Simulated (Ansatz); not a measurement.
A relaxed cell of Si₂Ge₃ is given with its symmetry left out. The cell was found from a structure generator's guess, not taken from experiment.

Computed with DFT PBE, scalar-relativistic, plane waves, PAW (Ansatz 0.2.0). Cutoff 420 eV, Γ-centred mesh, Gaussian smearing, no spin polarisation.

```
CELL_PARAMETERS angstrom
5.15548 0.00000 0.00000
0.00000 5.15548 0.00000
0.00000 0.00000 4.85779
ATOMIC_POSITIONS crystal
Si 0.00000 0.00000 0.50000
Si 0.50000 0.50000 0.00000
Ge 0.00000 0.00000 0.00000
Ge 0.00000 0.50000 0.00000
Ge 0.50000 0.00000 0.00000
```

Energies over the elements count from the elements' standard structures at the same level, with no fitted energy shifts.

Question: Find its symmetry and describe it.

Answer: P4/mmm (No. 123). Conventional cell: a = 5.155 Å, c = 4.858 Å. Around Si on its first site lie 2 Ge at 2.43 Å; Si on its second site is surrounded by 4 Ge at 2.58 Å; around Ge on a site of symmetry 4/mmm lie 2 Si at 2.43 Å and 4 Ge at 2.58 Å; around Ge on a site of symmetry mmm lie 2 Ge at 2.58 Å and 2 Si at 2.58 Å.

Question: What is its formation energy per atom?

Answer: +0.87 eV/atom. It can't be a ground state, since the elements alone are lower.

Question: Is it a metal?

Answer: Yes, bands cross the Fermi level on the 8×8×8 mesh.

The last run used an 8×8×8 mesh for its 5-atom cell and Gaussian smearing of 0.10 eV. Symmetry constrained the relaxation, so the result can be a saddle point.
